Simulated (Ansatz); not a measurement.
# Structure optimisation: lithium, dhcp

These are results of DFT, BLYP, plane waves (420 eV) with PAW, scalar-relativistic in Ansatz 0.2.0, not measurements. The PAW files were generated under PBE, with cores re-solved for the functional.

k-point mesh 12×12×3, Fermi-Dirac smearing 0.1 eV, no spin polarisation. Cell and atoms relax.

Starting structure:

```yaml
crystal:
  lattice:
    - [3.1264265076, 0.0, 0.0]
    - [-1.5632132538, 2.7075647787, 0.0]
    - [0.0, 0.0, 10.2109089739]
  atoms:
    - { symbol: Li, position: [0.0, 0.0, 0.0] }
    - { symbol: Li, position: [0.0, 0.0, 0.5] }
    - { symbol: Li, position: [0.3333333333, 0.6666666667, 0.25] }
    - { symbol: Li, position: [0.6666666667, 0.3333333333, 0.75] }
hamiltonian:
  xc: blyp
  pseudopotentials:
    kind: paw
    azcp:
      Li: "pseudopotentials/Li.paw.azcp"
basis:
  ecutwfc: 420
  fft_grid_basis: typed
kpoints:
  mp_grid: { grid: [12, 12, 3], shift: [0, 0, 0] }
magnetization:
  spin_polarized: false
scf:
  occupations: { method: fermi_dirac, width: 0.1 }
relax:
  max_steps: 60
  f_tol: 0.01
  cell: {}
```

What cell does the relaxation end in?

P6_3/mmc with a = 3.048 Å, c = 9.929 Å (c/a = 3.258); 19.97 Å³ per atom against 21.61 at the start (-7.6 %).

How much energy does the relaxation gain?

4.7 meV per atom.
